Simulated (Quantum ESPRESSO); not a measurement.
Electric field gradients in GaN (changed cell)

```
GaN
1.0
    0.00000     2.29857     2.23096
    2.23096     0.00000     2.23096
    2.23096     2.29857     0.00000
Ga N
1 1
Cartesian
  0.00000   0.00000   0.00000
  3.34645   3.44785   3.34645
```
The cell was made here from a computed Materials Project entry: strained by +2 % along the cube axis and by -1 % across it, atoms relaxed (PBE without dispersion, pw.x of a modified build of Quantum ESPRESSO, symmetry kept). The parent is GaN in F-43m. Stability against distortions was not tested.

Computed: field gradients by a PBE PAW density (pw.x of Quantum ESPRESSO, JTH datasets) with the all-electron reconstruction of Petrilli and co-workers, 25 Ha, k-mesh 9×9×9 through Γ.

```json
[
 {"site": "Ga (atom 1)", "site symmetry": "-4m2", "Vzz (10²¹ V/m²)": "-0.82", "η_Q": "0.00", "∣C_Q∣ (MHz)": "3.41 (⁶⁹Ga)"},
 {"site": "N (atom 2)", "site symmetry": "-4m2", "Vzz (10²¹ V/m²)": "0.39", "η_Q": "0.00", "∣C_Q∣ (MHz)": "0.19 (¹⁴N)"}
]
```

Quadrupole moments taken as inputs (sizes, barn, from the tables of PySCF and pymatgen): ⁶⁹Ga 0.171, ¹⁴N 0.0204.

Principal values are ordered |Vxx| ≤ |Vyy| ≤ |Vzz|, η = (Vxx − Vyy)/Vzz, and C_Q = eQVzz/h is given by its size. Cores are frozen. Against all-electron runs on small test molecules, this scheme's |Vzz| missed by −8 % on Ga, under 1 % on N.
